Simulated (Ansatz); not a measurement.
## Relaxing a structure of Au

The start is a generated cell, Au placed in the simple-cubic structure type. A full variable-cell relaxation at zero pressure is run with PBEsol (plane waves to 420 eV, PAW, scalar-relativistic; Ansatz, an electronic-structure program). First-step values are on the input's coarse k-mesh.

Ansatz input (later rounds restart from its end on a renewed k-mesh):
Ansatz 0.2 input:
```yaml
crystal:
  lattice:
    - [2.66919, 0, 0]
    - [0, 2.66919, 0]
    - [0, 0, 2.66919]
  atoms:
    - { symbol: Au, position: [0, 0, 0] }
basis: { ecutwfc: 420, ecutrho_ratio: 4, xc_grid: 2, fft_grid_basis: typed }
kpoints: { mp_grid: { grid: [12, 12, 12] } }
hamiltonian:
  xc: pbesol
  dispersion: none
  pseudopotentials: { kind: paw }
scf: { occupations: { method: fermi_dirac, width: 0.05 } }
relax: { f_tol: 0.01, max_steps: 100, cell: { stress_tol: 0.02 } }
output: { forces: true, stress: true }
```

- Initial pressure: +4.0 GPa (positive: the cell is compressed)
- Energy released: 0.01 eV/atom
- Band gap at the end: no gap (metallic)
- Optimiser moves: 5

Relaxed structure:

Space group Pm-3m (No. 221); a = b = c = 2.695 Å, α = β = γ = 90.00°

| atom | site | symmetry | x | y | z |
|---|---|---|---|---|---|
| Au | 1a | m-3m | 0.0000 | 0.0000 | 0.0000 |

Final values are on a 17×17×17 k-mesh of the relaxed cell. No spin polarisation in the result.

The run could not lose the symmetry of its start, so the end can be a saddle point.

The relaxed structure here is a generated cell of Au: the first start was made by placing the elements on the sites of a structure type, and the end was not matched to a known phase here, so it may be hypothetical. Known forms of Au include space group No. 225.
